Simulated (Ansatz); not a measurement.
Cu₃Au:
```
Cu3Au
1.0
    3.78088     0.00000     0.00000
    0.00000     3.78088     0.00000
    0.00000     0.00000     3.78088
Cu Au
3 1
Direct
  0.00000   0.50000   0.50000
  0.50000   0.00000   0.50000
  0.50000   0.50000   0.00000
  0.00000   0.00000   0.00000
```

Relaxed with PBE. Special points in fractions of this cell's reciprocal vectors: Γ (0.000, 0.000, 0.000); X (0.000, 0.500, 0.000); M (0.500, 0.500, 0.000); R (0.500, 0.500, 0.500).

Q: List the band energies nearest the Fermi level at these points for DFT-PBE in the program Ansatz with PAW potentials.

A: In eV from the Fermi level; about four levels below and three above (degenerate sets whole), none deeper than 8.9 eV; … stands for higher levels left out; points with the same levels are listed once.

| k | below | above |
|---|---|---|
| Γ | -1.50 -1.50 -1.50 -1.38 -1.38 -1.38 | 1.24 1.24 1.24 |
| X | -1.96 -1.88 -1.50 -1.38 | 5.68 5.68 6.41 6.41 |
| M | -2.09 -0.52 -0.52 -0.44 | 0.28 8.40 9.28 9.28 |
| R | -1.04 -1.01 -1.01 -1.01 | 2.36 … |

Space group Pm-3m (Cu3Au type). The PBE relaxation kept the symmetry of its start. The run is not spin-polarised. Scalar-relativistic: spin–orbit coupling is off unless named, which matters more the heavier the elements.

Potentials: the later of the program's two PAW sets.
